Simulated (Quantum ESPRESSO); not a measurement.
# Kohn-Sham bands of SnO2 (Pnnm)

```yaml
crystal:
  lattice:
    - [4.78800, 0.00000, 0.00000]
    - [0.00000, 4.86658, 0.00000]
    - [0.00000, 0.00000, 3.24090]
  atoms:
    - { symbol: Sn, position: [0.50000, 0.50000, 0.50000] }
    - { symbol: Sn, position: [0.00000, 0.00000, 0.00000] }
    - { symbol: O, position: [0.29185, 0.32104, 0.00000] }
    - { symbol: O, position: [0.70815, 0.67896, 0.00000] }
    - { symbol: O, position: [0.79185, 0.17896, 0.50000] }
    - { symbol: O, position: [0.20815, 0.82104, 0.50000] }
```

Materials Project entry mp-550172; symmetrised, unrelaxed at this level. Not found in the COD (Crystallography Open Database) copy used, which has the formula in other groups; not checked further. Computed values, not measurements, from PBEsol: Quantum ESPRESSO (norm-conserving PseudoDojo potentials, cutoff 68 Ry, spinors with spin-orbit coupling) on a Γ-centred 4×4×6 mesh, then Wannier90. Density: 6×6×10 mesh, Gaussian smearing 0.01 Ry.

Energies are relative to the valence-band maximum; weights are on the orthonormalised atomic waves of the pseudopotential files, averaged over the group. 52 electrons a cell are treated as valence.

| bands | from (eV) | to (eV) | filling | weight on atomic waves |
|---|---|---|---|---|
| 1–8 | -21.05 | -20.50 | filled | ___ |
| 9–20 | -19.84 | -19.39 | filled | ___ |
| 21–28 | -18.47 | -15.21 | filled | ___ |
| 29–52 | -7.93 | 0.00 | filled | ___ |

Q: Which atomic shells make up each group?

A: 
- 1–8, weight on atomic waves: Sn 4d 93 %, O 2s 5 %
- 9–20, weight on atomic waves: Sn 4d 96 %
- 21–28, weight on atomic waves: O 2s 71 %, Sn 5p 13 %, Sn 4d 10 %
- 29–52, weight on atomic waves: O 2p 83 %, Sn 5p 8 %, Sn 5s 6 %

The Kohn-Sham gap over both meshes and the path is 0.72 eV.
